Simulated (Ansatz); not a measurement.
Values for one crystal, relaxed and computed with r²SCAN (plane waves, PAW; program Ansatz); other levels are named.

```yaml
volume_per_atom: 8.15 Å³
band_gap: 3.82 eV (smallest direct gap 3.83 eV)
Gap with spin–orbit coupling: 3.67 eV
Highest zone-centre frequency (without LO–TO term): 2150 cm⁻¹
conduction_band_minimum: on the Γ–X line, 85 % of the way from Γ (6 equivalent valleys)
hill_bulk_and_shear_moduli: 83.7 and 58.8 GPa
Hole effective mass with spin–orbit coupling: 3.9, 3.9, 7.0 mₑ (principal values)
```

Task: Which compound is it?
A. Mg2ZnO3, P-3m1 (Mg on 2d, Zn on 1a, O on 2d, O on 1b)
B. Mg2H6Os, Fm-3m (Mg on 8c, H on 24e, Os on 4a)
C. K2LiRhF6, Fm-3m (K on 8c, Li on 4b, Rh on 4a, F on 24e)
D. MgSe, P4_2/mmc (Mg on 2c, Se on 2e)

Result: B, Mg2H6Os, Fm-3m (Mg on 8c, H on 24e, Os on 4a)

The first step of the workflow began from a Materials Project structure, measured or hypothetical; the Crystallography Open Database copy checked does not list it. Whether it is the stable phase at ambient conditions was not checked. Symmetry was held in the r²SCAN relaxation. At this level the phase is dynamically unstable (imaginary phonons). The run is not spin-polarised. Spin–orbit coupling is left out wherever it is not named.

Potentials: the later of the program's two PAW sets.
